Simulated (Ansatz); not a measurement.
Consider the following.

BiBr:
```cif
data_Bi16Br16
_chemical_formula_sum 'Bi16 Br16'
_space_group_name_H-M_alt 'C2/m'
_space_group_IT_number 12
_space_group_name_Hall '-C 2y'
_cell_length_a 13.00575
_cell_length_b 4.20353
_cell_length_c 19.68319
_cell_angle_alpha 90.000
_cell_angle_beta 106.959
_cell_angle_gamma 90.000
loop_
_atom_site_label
_atom_site_type_symbol
_atom_site_symmetry_multiplicity
_atom_site_Wyckoff_symbol
_atom_site_fract_x
_atom_site_fract_y
_atom_site_fract_z
_atom_site_occupancy
Bi1 Bi 4 i 0.33293 0.50000 0.00503 1
Bi2 Bi 4 i 0.17221 0.00000 0.50651 1
Bi3 Bi 4 i 0.20078 0.00000 0.15330 1
Bi4 Bi 4 i 0.06659 0.00000 0.34771 1
Br1 Br 4 i 0.13896 0.00000 0.81285 1
Br2 Br 4 i 0.43386 0.00000 0.37710 1
Br3 Br 4 i 0.04152 0.50000 0.11440 1
Br4 Br 4 i 0.30658 0.00000 0.68911 1
```
(The calculation used a cell of 16 atoms; values per cell refer to that cell.)

This is the LDA-relaxed structure.

Question: All from plane-wave PAW LDA (Ansatz code), unless another level is named. Give the electron effective mass.

Answer: 0.054, 0.081, 0.62 mₑ (principal values).

Question: Give the formation energy from the elements (no fitted shifts).

Answer: -0.43 eV/atom.

Question: Next, the hole effective mass?

Answer: 0.056, 0.40, 1.8 mₑ (principal values).

Question: And the band gap?

Answer: 0.19 eV (direct).

The workflow started from a Materials Project entry (that database holds measured and hypothetical structures alike); the Crystallography Open Database files this formula in space group No. 12, but the cells were not matched. Whether it is the stable phase at ambient conditions was not checked. The LDA relaxation kept the symmetry of its start; its stability against distortions is not shown here. A crystal of weakly bound chains computed without a dispersion correction: the cell and the soft elastic constants depend strongly on that. The references are the lowest solids computed at this level, not always the standard phases. Spin–orbit coupling is left out wherever it is not named.

Potentials: the later of the program's two PAW sets.
